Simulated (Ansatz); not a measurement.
# Pd (fcc type) under strong compression

```xyz
1
Lattice="0.0000 1.9731 1.9731 1.9731 0.0000 1.9731 1.9731 1.9731 0.0000" Properties=species:S:1:pos:R:3 pbc="T T T"
Pd    0.0000    0.0000    0.0000
```

The cell comes from a relaxation on PAW files under the same functional.

Its volume is scaled at fixed shape and fractional positions.

Computed with Ansatz 0.2.0; functional PBE, scalar-relativistic. Settings: a Γ-centred 16×16×16 k mesh, Fermi–Dirac smearing of 0.1 eV, no spin polarisation. Methods: LAPW: all electrons, basis error target 1 meV/atom; PAW: frozen-core files, cutoff 420 eV; crystal datasets: all electrons, by PAW datasets that the program makes for each cell; norm-conserving: pseudopotentials, cutoff 1116 eV; PAW (cutoff 800 eV): frozen-core files, cutoff 800 eV.

Energies are extrapolated to zero smearing and count from the unscaled cell; pressure is positive in compression; gaps take the mesh and a band path. No temperature or zero-point motion is included.

```tsv
V/V0	V (Å³/atom)	P LAPW (GPa)	ΔE LAPW (eV/atom)	P PAW − LAPW (GPa)	ΔE PAW − LAPW (meV/atom)
1.00	15.36	-0.10	0.000	0.10	0.0
0.88	13.52	30.1	0.147	0.09	1.2
0.78	11.98	81.0	0.649	-0.01	1.7
0.68	10.45	180.4	1.845	-0.32	0.3
0.58	8.91	382.4	?	-0.76	-4.8
0.50	7.68	702.1	8.446	-0.77	-11.2
0.43	6.61	1227	14.737	0.72	-12.8
```

Problem. Give the missing entry: row "0.58", column "ΔE LAPW (eV/atom)".

Solution. 4.421.

Problem. Fit the Vinet equation to the LAPW pressures over the whole range, with residuals weighted by 1/(|P| + 0.03·Pmax).

Solution. V0 = 15.36 Å³/atom, B0 = 162 GPa and B0′ = 5.79, and the fit misses no point by more than 4.5 GPa. A fit over so wide a range pins B0 less well than one near rest.

Problem. At the smallest volume, how far do crystal datasets and norm-conserving and PAW (cutoff 800 eV) lie from LAPW in pressure?

Solution. crystal datasets: +0.01 GPa; norm-conserving: -0.61 GPa; PAW (cutoff 800 eV): -0.89 GPa, on a LAPW pressure of 1227 GPa.

Problem. How do the Löwdin populations by LAPW change from the unscaled cell to the last row?

Solution. Pd 4d 9.38 → 9.46 electrons an atom. These are projections on the shells that the free atoms fill; 0.62 e a cell lies outside them at the start and 0.54 e at the end.
